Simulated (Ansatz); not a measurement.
Trial structure of Ga2BAs3, not yet relaxed:

```
Ga B As
1.0
    -1.90014    1.90014    8.06162
     1.90014   -1.90014    8.06162
     1.90014    1.90014   -8.06162
Ga B As
2 1 3
Cartesian
  0.0000 0.0000 13.4360
  0.0000 0.0000 2.6872
  0.0000 0.0000 8.0616
  0.0000 1.9001 1.3436
  1.9001 0.0000 4.0308
  0.0000 1.9001 6.7180
```

All numbers below come from DFT PBE, scalar-relativistic, plane waves, PAW (Ansatz). Settings: cutoff 420 eV, Γ-centred mesh 6×6×6 on the computed 6-atom cell, Gaussian smearing of 0.10 eV; no spin polarisation.

Formation energies are uncorrected and refer to the elements' standard structures at the same level.

Question: What does a single point on this coarse mesh give?

Answer: The pressure is 5.9 GPa (the mean over three directions, positive in compression), the largest force is 3.20 eV/Å, and the energy is +0.08 eV/atom against the elements. The shortest distance is 2.33 Å.

Question: Is it a good guess?

Answer: A fair one: relaxing gains about 0.15 eV/atom in 9 ionic steps and ends at −0.078 eV/atom on the finer mesh. The symmetry stays I-4m2 (No. 119). The volume per atom grows by 3.7 %, from 19.4 to 20.1 Å³. The shortest distance goes from 2.33 Å (B–As and Ga–As) to 2.21 Å (B–As). Conventional cell: a = 3.807 Å, c = 16.666 Å. Ga has 4 As at 2.43–2.44 Å; around B lie 4 As at 2.21 Å; As on a site of symmetry 2mm is surrounded by 2 B at 2.21 Å and 2 Ga at 2.44 Å; 1 more site not described.

The last run used a 14×14×14 mesh for its 6-atom cell and Gaussian smearing of 0.02 eV. The reference form of As is held partly by dispersion forces, which this level lacks. The relaxation can't lower the symmetry of the start, and the grade says only how near the guess is to its own end. Symmetry constrained the relaxation, so the result can be a saddle point.
